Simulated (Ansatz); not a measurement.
The end of the path is a generated cell of Y3Ge: the first start was made by a random draw of sites in a space group, and the end was not matched to a known phase here, so it may be hypothetical.

A geometry of Y$_{3}$Ge away from equilibrium: step 5 of the relaxation of a randomly generated symmetric cell of Y3Ge (space group No. 160). The numbers are results of r2SCAN (plane waves to 500 eV, PAW, scalar-relativistic; Ansatz, a program for electronic structure), not measurements. Γ-centred k-mesh 4×4×4 on the run's cell (coarser than for final values), Fermi–Dirac smearing 0.05 eV. The plane waves were selected for a different cell earlier on the path.

```
CELL_PARAMETERS angstrom
      4.90154     2.82991     3.09103
     -4.90154     2.82991     3.09103
      0.00000    -5.65982     3.09103
ATOMIC_POSITIONS crystal
  Ge 0.70993 0.70993 0.70993
  Ge 0.13560 0.13560 0.13560
  Y  0.42763 0.79890 0.09530
  Y  0.09530 0.42763 0.79890
  Y  0.79890 0.09530 0.42763
  Y  0.09530 0.79890 0.42763
  Y  0.79890 0.42763 0.09530
  Y  0.42763 0.09530 0.79890
```

Task: Give the Cartesian forces on all atoms (eV/Å).

Result: 
| atom | Fx | Fy | Fz |
|---|---|---|---|
| Ge1 | 0.00 | 0.00 | 0.32 |
| Ge2 | 0.00 | 0.00 | -0.16 |
| Y3 | 0.76 | -0.07 | -0.03 |
| Y4 | -0.32 | 0.69 | -0.03 |
| Y5 | -0.44 | -0.62 | -0.03 |
| Y6 | 0.44 | -0.62 | -0.03 |
| Y7 | -0.76 | -0.07 | -0.03 |
| Y8 | 0.32 | 0.69 | -0.03 |

The path ends in R3m (No. 160) at a tolerance of 0.01 Å, R-3m (No. 166) at 0.1 Å. No spin polarisation in the result.

The run could not lose the symmetry of its start: the end is stationary, and may be a saddle point rather than a minimum.
